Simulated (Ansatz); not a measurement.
LiTaO₃:
```xyz
10
Lattice="2.5698 1.4837 4.5908 -2.5698 1.4837 4.5908 0.0000 -2.9674 4.5908" Properties=species:S:1:pos:R:3 pbc="T T T"
Li     0.0000     0.0000     9.8760
Li     0.0000     0.0000     2.9898
Ta     0.0000     0.0000     0.0029
Ta     0.0000     0.0000     6.8891
O     -0.6359     1.4367     8.2249
O      1.5622    -0.1677     8.2249
O     -0.9263    -1.2690     8.2249
O     -1.6435     0.2147     5.9295
O      0.6359    -1.5306     5.9295
O      1.0076     1.3160     5.9295
```

Relaxed with PBEsol.

Question: Give the optical modes at the zone centre with their infrared activity from DFPT, plane-wave PAW PBEsol (Ansatz code).

Answer: Transverse frequencies, without the LO–TO term; a row sums one degenerate level.

| ω (cm⁻¹) | degeneracy | IR ((D/Å)²/amu) | activity | symmetry |
|---|---|---|---|---|
| 138 | 2 | 44.73 | IR | E |
| 175 | 1 | 0.00 | IR-inactive | A2 |
| 192 | 2 | 0.14 | IR | E |
| 204 | 1 | 59.03 | IR | A1 |
| 246 | 2 | 29.56 | IR | E |
| 256 | 1 | 0.18 | IR | A1 |
| 279 | 1 | 0.00 | IR-inactive | A2 |
| 309 | 2 | 24.78 | IR | E |
| 357 | 2 | 38.04 | IR | E |
| 359 | 1 | 1.18 | IR | A1 |
| 370 | 2 | 0.78 | IR | E |
| 380 | 1 | 0.00 | IR-inactive | A2 |
| 441 | 1 | 0.00 | IR-inactive | A2 |
| 448 | 2 | 1.90 | IR | E |
| 576 | 2 | 96.68 | IR | E |
| 583 | 1 | 57.69 | IR | A1 |
| 661 | 2 | 0.42 | IR | E |
| 903 | 1 | 0.00 | IR-inactive | A2 |

Question: How high does the top mode go among those that the LO–TO term moves?

Answer: 832 cm⁻¹ for q along x, 832 cm⁻¹ for q along y, 834 cm⁻¹ for q along z.

Space group R3c. Symmetry was held in the PBEsol relaxation. No spin polarisation was allowed. Scalar-relativistic: spin–orbit coupling is off unless named, which matters more the heavier the elements.

Potentials: the later of the program's two PAW sets.
